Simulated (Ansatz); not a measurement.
The relaxed structure here is a generated cell of Y: the first start was made by placing the elements on the sites of a structure type, and the end was not matched to a known phase here, so it may be hypothetical. Known forms of Y include space group No. 194.

A relaxed cell of Y (Fmmm (No. 69)), relaxed on a k-mesh at least as fine as the one used below. These are r2SCAN (plane waves to 500 eV, PAW, scalar-relativistic; Ansatz, a program for electronic structure) values and carry that method's errors. Γ-centred k-mesh 11×11×6 on the run's cell (coarser than for final values), Fermi–Dirac smearing 0.05 eV.

```xyz
4
Lattice="0.0000 2.8885 6.2328 1.8793 0.0000 6.2328 3.7587 5.7771 0.0000" Properties=species:S:1:pos:R:3 pbc="T T T"
Y      1.8793     2.8885    10.7376
Y      3.7587     5.7771    10.7376
Y      1.8793     2.8885     1.7280
Y      3.7587     5.7771     1.7280
```

The atoms are displaced by (Å):

```json
[
 {"atom": "Y1", "ux": "-0.070", "uy": "0.037", "uz": "0.024"},
 {"atom": "Y2", "ux": "0.073", "uy": "-0.010", "uz": "0.164"},
 {"atom": "Y3", "ux": "0.008", "uy": "-0.057", "uz": "0.196"},
 {"atom": "Y4", "ux": "-0.026", "uy": "-0.092", "uz": "0.132"}
]
```

Question: What forces (eV/Å) and pressure result?

Answer: 
| atom | Fx | Fy | Fz |
|---|---|---|---|
| Y1 | 0.26 | 0.09 | 0.47 |
| Y2 | -0.26 | -0.07 | 0.14 |
| Y3 | -0.04 | -0.09 | -0.22 |
| Y4 | 0.05 | 0.07 | -0.39 |

Pressure +0.4 GPa.

The undisplaced cell is probably no minimum: from this displacement the run went on to Fm-3m (No. 225), 0.14 eV/atom below it.

No spin polarisation in the result.
